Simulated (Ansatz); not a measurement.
CeTaN$_{3}$:
```
CeTaN3
1.0
    4.03604     0.00000     0.00000
    0.00000     4.03604     0.00000
    0.00000     0.00000     4.03604
Ce Ta N
1 1 3
Cartesian
  0.00000   0.00000   0.00000
  2.01802   2.01802   2.01802
  2.01802   2.01802   0.00000
  2.01802   0.00000   2.01802
  0.00000   2.01802   2.01802
```

Relaxed with r²SCAN.

Problem. Give the Bader charges and basin volumes of the independent atoms, plane-wave PAW r²SCAN (Ansatz code).

Solution. 

```json
[
 {"atom": "Ce1", "Bader charge (e)": "+2.09", "Bader volume (Å³)": "18.0"},
 {"atom": "Ta2", "Bader charge (e)": "+2.71", "Bader volume (Å³)": "8.8"},
 {"atom": "N3", "Bader charge (e)": "-1.60", "Bader volume (Å³)": "13.0"}
]
```

Space group Pm-3m (cubic perovskite). The start of the workflow was typed in or built on a structure type; neither database checked (COD, Materials Project) lists it. Whether it is the stable phase at ambient conditions was not checked. Symmetry was held in the r²SCAN relaxation; its stability against distortions is not shown here. The workflow began spin-polarised and lost its moments. The 4f shell is in the valence. No Hubbard U is applied. Spin–orbit coupling is left out wherever it is not named.

Potentials: the later of the program's two PAW sets.
